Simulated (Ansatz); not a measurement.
Input and command of a plane-wave DFT calculation in Ansatz:

```yaml
crystal:
  lattice:
    - [4.0002933616, 0.0, 0.0]
    - [-2.0001466808, 3.4643556738, 0.0]
    - [0.0, 0.0, 15.5595007785]
  atoms:
    - { symbol: Cs, position: [0.3333333333, 0.6666666667, 0.6275] }
    - { symbol: Cs, position: [0.6666666667, 0.3333333333, 0.1275] }
    - { symbol: Cs, position: [0.3333333333, 0.6666666667, 0.8725] }
    - { symbol: Cs, position: [0.6666666667, 0.3333333333, 0.3725] }
    - { symbol: Cd, position: [0.3333333333, 0.6666666667, 0.25] }
    - { symbol: Cd, position: [0.6666666667, 0.3333333333, 0.75] }
basis:
  ecutwfc: 420
kpoints:
  mp_grid: { grid: [6, 6, 2] }
hamiltonian:
  xc: pbe
scf:
  occupations: { method: gaussian, width: 0.1 }
  lower_state_search: "off"
output:
  forces: true
  stress: true
  eigenvalues: true
```

```bash
ansatz run input.yaml --threads 1 --pin off --max-ram 2560MiB --backend cpu --events-out ev --progress --plain --runs-dir out
```

Processor: Intel(R) Xeon(R) Platinum 8488C (Sapphire Rapids), 1 thread, on a host shared with other jobs.

**Question.** How long does it run, and how much memory does it take?

**Answer.** About 7.5 s on 1 thread of Intel(R) Xeon(R) Platinum 8488C (Sapphire Rapids) (shared host), peak memory 0.51 GiB. It solves 46 bands at 14 k points (the mesh reduced by the symmetry that the task leaves, which can be less than the crystal's) with about 4265 plane waves, in 8 SCF iterations.
